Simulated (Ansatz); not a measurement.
Input file for Ansatz (an electronic-structure program):

Ansatz 0.2 input:
```yaml
crystal:
  lattice:
    - [4.7687527271, 0.0, 0.0]
    - [0.0, 5.9372676379, 0.0]
    - [0.0, 0.0, 5.1314985703]
  atoms:
    - { symbol: Ag, position: [0.5, 0.0, 0.6740191206] }
    - { symbol: Ag, position: [0.0, 0.5, 0.3259808794] }
    - { symbol: Ag, position: [0.0, 0.2509196268, 0.8368501103] }
    - { symbol: Ag, position: [0.0, 0.7490803732, 0.8368501103] }
    - { symbol: Ag, position: [0.5, 0.2490803732, 0.1631498897] }
    - { symbol: Ag, position: [0.5, 0.7509196268, 0.1631498897] }
    - { symbol: Sn, position: [0.0, 0.0, 0.3323911277] }
    - { symbol: Sn, position: [0.5, 0.5, 0.6676088723] }
kpoints:
  mp_grid: { grid: [6, 5, 6] }
  band_path:
    path:
      - [[0.0, 0.0, 0.0], [0.5, 0.0, 0.0], [0.5, 0.5, 0.0], [0.0, 0.5, 0.0], [0.0, 0.0, 0.0], [0.0, 0.0, 0.5], [0.5, 0.0, 0.5], [0.5, 0.5, 0.5], [0.0, 0.5, 0.5], [0.0, 0.0, 0.5]]  # Γ-X-S-Y-Γ-Z-U-R-T-Z
      - [[0.5, 0.0, 0.0], [0.5, 0.0, 0.5]]  # X-U
      - [[0.0, 0.5, 0.0], [0.0, 0.5, 0.5]]  # Y-T
      - [[0.5, 0.5, 0.0], [0.5, 0.5, 0.5]]  # S-R
    npoints: 6
basis: { xc_grid: 2 }
hamiltonian:
  xc: pbesol
  pseudopotentials: { kind: paw }
magnetization: { noncollinear: true, spin_orbit: true }
scf:
  n_extra_bands: 16
  convergence: { dr2_threshold: 0.0000000001 }
  occupations: { method: gaussian, width: 0.05 }
output: { eigenvalues: true }
```

Output (shortened):

```
Pseudopotential: Ag, paw_fr, valence charge 19
Pseudopotential: Sn, paw_fr, valence charge 14
Functional definition: PBEsol
non-collinear run that drives no moment, with spin-orbit …
Crystal: 8 atoms, lattice volume = 145.290 Å³
Basis set: ecut = 420 eV, 2845 PW (Γ), exchange–correlation on 64×80×72 points (8 copies of the dense FFT grid, shifted against one another)
Bands: 158, of which v1, the nominal top of the filled ones, is band 142 counted from 1 (141 counted from 0)
Symmetry: 8 space group operations + 8 with time reversal
k-points: 48 of 180
Projection manifold: j_resolved (fully-relativistic pseudo-atomic orbitals)
SCF iter   1: F=—  HF=-57054.047785 eV  |F-HF|=—  |Δ(HF+E_count)|=         —  Δρ=7.50e-2  dr2=9.54e0  dr2_m=0.00e0 (ungated)  ethr=3.10e-3  |M|=0.00e0 ∫|m|=0.00e0 μB  |m|>n=0.0e0 m-floor=0.0e0 τ_xc=0.0e0  β_m=0.30  ⟨swp⟩=6.3  Hψ=17331  notcnv=0  defer=144
preconditioner: auto → Kerker (q_TF=auto, 2.718 Å⁻¹)
spin=Noncollinear: Kerker preconditioning applied to the charge; magnetization (m_x, m_y, m_z) channels mix plain (no charge-response kernel on spin).
SCF iter   2: F=—  HF=-57052.356054 eV  |F-HF|=—  |Δ(HF+E_count)|=    1.69e0  Δρ=4.20e-2  dr2=3.21e0  dr2_m=0.00e0 (ungated)  ethr=3.10e-3  |M|=0.00e0 ∫|m|=0.00e0 μB  |m|>n=0.0e0 m-floor=0.0e0 τ_xc=0.0e0  β_m=0.49  ⟨swp⟩=2.9  Hψ=6350  notcnv=0  defer=478
SCF iter   3: F=—  HF=-57051.490155 eV  |F-HF|=—  |Δ(HF+E_count)|=   8.66e-1  Δρ=1.25e-2  dr2=1.49e-1  dr2_m=0.00e0 (ungated)  ethr=2.26e-3  |M|=0.00e0 ∫|m|=0.00e0 μB  |m|>n=0.0e0 m-floor=0.0e0 τ_xc=0.0e0  β_m=0.74  ⟨swp⟩=2.0  Hψ=5368  notcnv=0  defer=478
SCF iter   4: F=—  HF=-57051.464011 eV  |F-HF|=—  |Δ(HF+E_count)|=   2.61e-2  Δρ=2.04e-3  dr2=3.95e-3  dr2_m=0.00e0 (ungated)  ethr=1.05e-4  |M|=0.00e0 ∫|m|=0.00e0 μB  |m|>n=0.0e0 m-floor=0.0e0 τ_xc=0.0e0  β_m=0.80  ⟨swp⟩=2.6  Hψ=7947  notcnv=0  defer=474
SCF iter   5: F=—  HF=-57051.464197 eV  |F-HF|=—  |Δ(HF+E_count)|=   1.86e-4  Δρ=8.14e-4  dr2=6.21e-4  dr2_m=0.00e0 (ungated)  ethr=2.78e-6  |M|=0.00e0 ∫|m|=0.00e0 μB  |m|>n=0.0e0 m-floor=0.0e0 τ_xc=0.0e0  β_m=0.83  ⟨swp⟩=2.2  Hψ=6152  notcnv=0  defer=474
SCF iter   6: F=—  HF=-57051.464197 eV  |F-HF|=—  |Δ(HF+E_count)|=   6.55e-7  Δρ=2.58e-4  dr2=7.62e-5  dr2_m=0.00e0 (ungated)  ethr=4.37e-7  |M|=0.00e0 ∫|m|=0.00e0 μB  |m|>n=0.0e0 m-floor=0.0e0 τ_xc=0.0e0  β_m=0.84  ⟨swp⟩=2.4  Hψ=6171  notcnv=0  defer=474
SCF iter   7: F=—  HF=-57051.464212 eV  |F-HF|=—  |Δ(HF+E_count)|=   1.55e-5  Δρ=9.23e-5  dr2=1.12e-5  dr2_m=0.00e0 (ungated)  ethr=5.36e-8  |M|=0.00e0 ∫|m|=0.00e0 μB  |m|>n=0.0e0 m-floor=0.0e0 τ_xc=0.0e0  β_m=0.88  ⟨swp⟩=2.0  Hψ=6497  notcnv=0  defer=474
SCF iter   8: F=—  HF=-57051.464258 eV  |F-HF|=—  |Δ(HF+E_count)|=   4.58e-5  Δρ=1.80e-5  dr2=4.39e-7  dr2_m=0.00e0 (ungated)  ethr=7.86e-9  |M|=0.00e0 ∫|m|=0.00e0 μB  |m|>n=0.0e0 m-floor=0.0e0 τ_xc=0.0e0  β_m=0.94  ⟨swp⟩=2.0  Hψ=5813  notcnv=0  defer=474
SCF iter  12: F=-57051.464258 eV  HF=-57051.464258 eV  |F-HF|=0.00e0  |Δ(HF+E_count)|=  5.09e-11  Δρ=6.19e-8  dr2=4.96e-12  dr2_m=0.00e0 (ungated)  ethr=1.00e-12  |M|=0.00e0 ∫|m|=0.00e0 μB  |m|>n=0.0e0 m-floor=0.0e0 τ_xc=0.0e0  ⟨swp⟩=7.8  Hψ=12459  notcnv=0
SCF 1 converged in 12 iterations: F = -57051.464258 eV  dr2 = 4.96e-12
NSCF: frozen V_eff on 76 k-points
SCF converged after 12 iterations
Magnetization: |M| = 0.0000 μB,  M = (+0.0000, +0.0000, +0.0000) μB
Absolute magnetization: 0.0000 μB (∫|m|)
  site 0: m = (+0.0000, +0.0000, +0.0000) μB, |m| = 0.0000 μB  (R = 1.20 Å)
  site 1: m = (+0.0000, +0.0000, +0.0000) μB, |m| = 0.0000 μB  (R = 1.20 Å)
  site 2: m = (+0.0000, +0.0000, +0.0000) μB, |m| = 0.0000 μB  (R = 1.20 Å)
  site 3: m = (+0.0000, +0.0000, +0.0000) μB, |m| = 0.0000 μB  (R = 1.20 Å)
  site 4: m = (+0.0000, +0.0000, +0.0000) μB, |m| = 0.0000 μB  (R = 1.20 Å)
  site 5: m = (+0.0000, +0.0000, +0.0000) μB, |m| = 0.0000 μB  (R = 1.20 Å)
  site 6: m = (+0.0000, +0.0000, +0.0000) μB, |m| = 0.0000 μB  (R = 1.21 Å)
  site 7: m = (+0.0000, +0.0000, +0.0000) μB, |m| = 0.0000 μB  (R = 1.21 Å)
Free energy (F): -57051.464258 eV
Harris-Foulkes:  -57051.464258 eV  (|F-HF|=0.00e0)
Internal energy: -57051.460540 eV  (E = F + TS)
E sigma→0 (E₀):  -57051.462399 eV
Entropy (-TS):   -0.003718 eV (-0.465 meV/atom)
Fermi energy:    16.633190 eV
--- Per-component energies (eV) ---
  E_band       = -1542.992214
  E_kinetic    = 3541.130805
  E_local      = -15136.514922  (includes V_loc(G=0)·N_el)
  E_nonlocal   = 425.144316
  E_hartree    = 7202.953427
  E_xc         = -1862.646962
  E_vxc        = -1602.615854  (∫ρ·V_xc dr)
  E_paw        = -31152.739641  (= ΣΔE_a)
  E_vpaw       = -3176.045403  (= ΣTr[D̂ρ^β])
  E_aug_tail   = 0.001793  (compensation charges beyond the density's cutoff)
  E_ewald      = -20071.314922
  E_core_change = 2.525566  (= ΣΔE_core)
  E_smearing   = -0.003718  (= −TS)
  E_closure    = 0.000000  (closes the sum)
  Σ components = -57051.464258   (vs F -57051.464258, Δ=0.00e0)
  [band-id]    e_kinetic+e_local+e_nonlocal+2·e_hartree+e_vxc+e_vpaw+e_augmentation_tail = -1542.992411   (vs E_band -1542.992214, Δ=-1.97e-4)
--- Band table (eV; the first three rows and the last of 48) ---
  k-point 0: bands = ["-75.6629", "-75.6629", "-75.6568", "-75.6568", "-75.6556", "-75.6556", "-75.6518", "-75.6518", "-75.6465", "-75.6465", "-75.6442", "-75.6442", "-42.7372", "-42.7372", "-42.7307", "-42.7307", "-42.7245", "-42.7245", "-42.7206", …
  k-point 1: bands = ["-75.6627", "-75.6627", "-75.6568", "-75.6568", "-75.6557", "-75.6557", "-75.6518", "-75.6518", "-75.6464", "-75.6464", "-75.6444", "-75.6444", "-42.7372", "-42.7372", "-42.7306", "-42.7306", "-42.7235", "-42.7235", "-42.7206", …
  k-point 2: bands = ["-75.6620", "-75.6620", "-75.6568", "-75.6568", "-75.6560", "-75.6560", "-75.6518", "-75.6518", "-75.6462", "-75.6462", "-75.6449", "-75.6449", "-42.7372", "-42.7372", "-42.7299", "-42.7299", "-42.7228", "-42.7228", "-42.7207", …
  k-point 47: bands = ["-75.6568", "-75.6568", "-75.6568", "-75.6568", "-75.6556", "-75.6556", "-75.6556", "-75.6556", "-75.6464", "-75.6464", "-75.6464", "-75.6464", "-42.7245", "-42.7245", "-42.7244", "-42.7244", "-42.7206", "-42.7206", "-42.7205", …
```

Cost: around 9 core-minutes (rough) on shared cores.

Space group Pmmn. The workflow started from a Materials Project entry (that database holds measured and hypothetical structures alike); the Crystallography Open Database files this formula in space group No. 59, but the cells were not matched. Its standing as an ambient phase is unchecked. The cell was relaxed with PBEsol under the symmetry of its start; of distortions, only those at the zone centre were tested. No spin polarisation was allowed.

Potentials: the later of the program's two PAW sets.

Ansatz is a plane-wave DFT program.
